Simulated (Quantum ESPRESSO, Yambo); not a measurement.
Quasiparticle gap of SiO2

```cif
data_O6Si3
_chemical_formula_sum 'O6 Si3'
_space_group_name_H-M_alt 'P 1'
_space_group_IT_number 1
_cell_length_a 4.91656
_cell_length_b 4.91656
_cell_length_c 5.43163
_cell_angle_alpha 90.000
_cell_angle_beta 90.000
_cell_angle_gamma 120.000
loop_
_space_group_symop_operation_xyz
  'x, y, z'
loop_
_atom_site_label
_atom_site_type_symbol
_atom_site_fract_x
_atom_site_fract_y
_atom_site_fract_z
_atom_site_occupancy
O1 O 0.14454 0.73144 0.54782 1
O2 O 0.26856 0.41310 0.21449 1
O3 O 0.58690 0.85546 0.88115 1
O4 O 0.73144 0.14454 0.45218 1
O5 O 0.41310 0.26856 0.78551 1
O6 O 0.85546 0.58690 0.11885 1
Si1 Si 0.00000 0.46880 0.33333 1
Si2 Si 0.53120 0.53120 0.00000 1
Si3 Si 0.46880 0.00000 0.66667 1
```

The geometry is that of Materials Project entry mp-6930, symmetrised and not relaxed again.

Starting point: LDA (Quantum ESPRESSO, PseudoDojo norm-conserving, 84 Ry, scalar-relativistic). G0W0 in Yambo: 3×3×4 Γ-centred k mesh, 213 bands and a 8 Ry block in the screening, 213 bands in G with the Bruneval-Gonze terminator, plasmon pole fitted at 27.2 eV.

```json
{
 "LDA gap along the band path": "5.76 eV",
 "LDA gap between the mesh's edge points (K → Γ)": "5.76 eV",
 "G0W0 gap between the same points": "8.86 eV",
 "LDA smallest direct gap on the mesh (at Γ)": "6.07 eV",
 "G0W0 direct gap at that point": "9.21 eV"
}
```

```tsv
k point	band	E LDA (eV)	E QP (eV)	shift (eV)	Z
Γ	VB	-0.31	-2.14	-1.82	0.82
Γ	CB	5.76	7.08	1.32	0.87
A	VB	-0.09	-1.89	-1.81	0.82
A	CB	7.68	9.22	1.54	0.86
K	VB	0.00	-1.78	-1.78	0.82
K	CB	8.65	10.30	1.66	0.86
H	VB	-0.58	-2.44	-1.86	0.82
H	CB	8.79	10.61	1.82	0.85
```

Energies count from the LDA valence-band maximum.

Nearest settings tried, and what they do to the gap: 80 bands in W, 80 bands in G: +92 meV. Not varied: block, mesh. So the settings aren't converged at that level.
